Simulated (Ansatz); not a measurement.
An Ansatz input:

```yaml
crystal:
  lattice:
    - [2.4063866513, 0.0, 0.0]
    - [0.0, 2.4063866513, 0.0]
    - [0.0, 0.0, 2.4063866513]
  atoms:
    - { symbol: Fe, position: [0.0, 0.0, 0.0], spin: 2.414 }
hamiltonian:
  xc: blyp
  pseudopotentials:
    kind: paw
    azcp:
      Fe: "pseudopotentials/Fe.paw.azcp"
basis:
  ecutwfc: 420
  fft_grid_basis: typed
kpoints:
  mp_grid: { grid: [21, 21, 21], shift: [0, 0, 0] }
magnetization:
  spin_polarized: true
scf:
  occupations: { method: fermi_dirac, width: 0.05 }
```

Terminal output

```
Engine: ansatz 0.2.0, aarch64-unknown-linux-gnu
Pseudopotentials: kind: paw
Pseudopotential: Fe, paw, valence charge 16, recommended cutoff 420 eV (normal) 
Functional definition: BLYP
  parameter beta = 0.0042
  parameter a = 0.04918
  parameter b = 0.132
  parameter c = 0.2533
  parameter d = 0.349
  exchange = b88_x(beta = beta)
  correlation = lyp_c(a = a, b = b, c = c, d = d)
Crystal: 1 atoms, lattice volume = 13.935 Å³
Basis set: ecut = 420 eV, 257 PW (Γ), exchange–correlation on 36×36×36 points (8 copies of the dense FFT grid, shifted against one another)
Bands: 14, of which v1, the nominal top of the filled ones, is band 8 counted from 1 (7 counted from 0)
Symmetry: 48 space group operations
Space group: Pm-3m (ITA 221), of the structure as read, at distance tolerance 2.4e-5 Å
Magnetic group: BNS 221.92 (UNI 1594), of the structure as read, at distance tolerance 2.4e-5 Å
k-points: 286 of 9261
Non-local potential: Fe, projectors of the file, l = 0: 3, l = 1: 2, l = 2: 3, l = 3: 1
PAW form: soft (Blöchl's): semilocal exchange-correlation on the pseudo side does not see the compensation charge
PAW frozen core: Fe, regenerated for the run's functional, and the local potential with it (the file was generated under x = pbe(κ = 0.804, μ = 0.2195149727645171), c = pbe(β = 0.06672455060314922))
PAW one-centre angular grid: Fe, 590 points (default); XC on 64 Gauss nodes
Initial density: superposition of atomic densities (chi_scale 0.1, normalization cell)
Starting moments: Σ|m| = 2.414 μB on 1 of 1 site
Initial wavefunctions: pseudopotential atomic-orbital guess
Functional: x = b88, c = lyp
iter 1 solved again at ethr=1.74e-3 eV; its pass at ethr=3.10e-3 eV (dr2=2.79e-1 eV) is discarded
SCF iter   1: F=—  HF=-4486.888146 eV  |F-HF|=—  |Δ(HF+E_count)|=         —  Δρ=7.34e-2 (↑2.16e-2 ↓7.34e-2)  dr2=2.79e-1  dr2_m=2.56e-1  M=2.498 μB ∫|m|=2.531 μB  β_m=0.30  ethr=1.74e-3  ⟨swp⟩=1.0  Hψ=51967  notcnv=0
Mixer restart at iter 1: flushing history
SCF iter   2: F=—  HF=-4486.957602 eV  |F-HF|=—  |Δ(HF+E_count)|=   6.95e-2  Δρ=4.44e-2 (↑3.22e-2 ↓4.44e-2)  dr2=1.74e-2  dr2_m=1.80e-1  M=2.523 μB ∫|m|=2.565 μB  β_m=0.53  ethr=1.74e-3  ⟨swp⟩=2.4  Hψ=12213  notcnv=0
SCF iter   3: F=—  HF=-4487.400283 eV  |F-HF|=—  |Δ(HF+E_count)|=   4.43e-1  Δρ=1.81e-2 (↑1.01e-2 ↓1.81e-2)  dr2=6.14e-3  dr2_m=2.32e-2  M=2.489 μB ∫|m|=2.542 μB  β_m=0.66  ethr=1.09e-4  ⟨swp⟩=2.8  Hψ=18370  notcnv=0  defer=135
SCF iter   4: F=—  HF=-4487.561446 eV  |F-HF|=—  |Δ(HF+E_count)|=   1.61e-1  Δρ=5.82e-3 (↑5.18e-3 ↓5.82e-3)  dr2=1.23e-2  dr2_m=3.52e-4  M=2.460 μB ∫|m|=2.526 μB  β_m=0.83  ethr=3.84e-5  ⟨swp⟩=2.6  Hψ=16472  notcnv=0  defer=338
SCF iter   5: F=—  HF=-4487.572133 eV  |F-HF|=—  |Δ(HF+E_count)|=   1.07e-2  Δρ=1.04e-3 (↑1.04e-3 ↓6.74e-4)  dr2=2.05e-5  dr2_m=8.30e-5  M=2.431 μB ∫|m|=2.500 μB  β_m=0.92  ethr=3.84e-5  ⟨swp⟩=2.1  Hψ=13651  notcnv=0  defer=381
SCF iter   6: F=—  HF=-4487.572337 eV  |F-HF|=—  |Δ(HF+E_count)|=   2.04e-4  Δρ=3.67e-4 (↑3.67e-4 ↓1.01e-4)  dr2=6.76e-6  dr2_m=6.29e-6  M=2.426 μB ∫|m|=2.497 μB  β_m=0.96  ethr=1.28e-7  ⟨swp⟩=2.0  Hψ=14325  notcnv=0  defer=379
SCF iter   7: F=—  HF=-4487.572334 eV  |F-HF|=—  |Δ(HF+E_count)|=   3.07e-6  Δρ=6.73e-5 (↑6.73e-5 ↓2.52e-5)  dr2=7.99e-7  dr2_m=6.48e-8  M=2.426 μB ∫|m|=2.497 μB  β_m=0.90  ethr=4.22e-8  ⟨swp⟩=2.4  Hψ=11564  notcnv=0  defer=379
SCF iter   8: F=—  HF=-4487.572334 eV  |F-HF|=—  |Δ(HF+E_count)|=   1.26e-7  Δρ=4.71e-6 (↑4.71e-6 ↓2.97e-6)  dr2=4.95e-10  dr2_m=1.72e-9  M=2.426 μB ∫|m|=2.497 μB  β_m=0.95  ethr=4.99e-9  ⟨swp⟩=1.8  Hψ=9499  notcnv=0  defer=379
SCF iter   9: F=-4487.572334 eV  HF=-4487.572334 eV  |F-HF|=3.68e-10  |Δ(HF+E_count)|=  5.64e-11  Δρ=1.41e-6 (↑1.41e-6 ↓7.13e-7)  dr2=3.97e-10  dr2_m=1.64e-11  M=2.426 μB ∫|m|=2.497 μB  ethr=3.09e-12  ⟨swp⟩=1.1  Hψ=22787  notcnv=0
SCF 1 converged in 9 iterations: F = -4487.572334 eV  dr2 = 3.97e-10
SCF converged after 9 iterations
Magnetization: 2.4260 μB (9.2130 up, 6.7870 down)
Absolute magnetization: 2.4968 μB (∫|ρ↑−ρ↓|, with the PAW one-centre terms)
Spin contamination: 0.0347 ħ² per cell (⟨S²⟩ above its minimum at these occupations)
Per-site moments (μB) at R_I (Å): [(2.4048513953426496, 0.9926344936612501)]
Free energy (F): -4487.572334 eV
Harris-Foulkes:  -4487.572334 eV  (|F-HF|=3.68e-10)
Internal energy: -4487.563991 eV  (E = F + TS)
E sigma→0 (E₀):  -4487.568163 eV
Entropy (-TS):   -0.008342 eV (-8.342 meV/atom)
Fermi energy:    15.062250 eV
--- Per-component energies (eV) ---
  E_band       = -265.267627
  E_kinetic    = 350.070063
  E_local      = -2396.118333  (includes V_loc(G=0)·N_el)
  E_nonlocal   = 220.250831
  E_hartree    = 1005.152079
  E_xc         = -114.917287
  E_vxc        = -147.485910  (∫ρ·V_xc dr)
  E_paw        = -1378.804689  (= ΣΔE_a)
  E_vpaw       = -302.290785  (= ΣTr[D̂ρ^β])
  E_aug_tail   = 0.001080  (compensation charges beyond the density's cutoff)
  E_ewald      = -2173.207684
  E_core_change = 0.009949  (= ΣΔE_core)
  E_smearing   = -0.008342  (= −TS)
  E_closure    = -0.000000  (closes the sum)
  Σ components = -4487.572334   (vs F -4487.572334, Δ=0.00e0)
```

Command:

```sh
ansatz run input.yaml --threads 2 --pin off --max-ram 5120MiB --backend cpu --events-out ev --progress --plain --runs-dir out
```

On 2 threads of Arm Neoverse V1 (shared host) this took about 5.7 s of wall time and 10 s of CPU time.
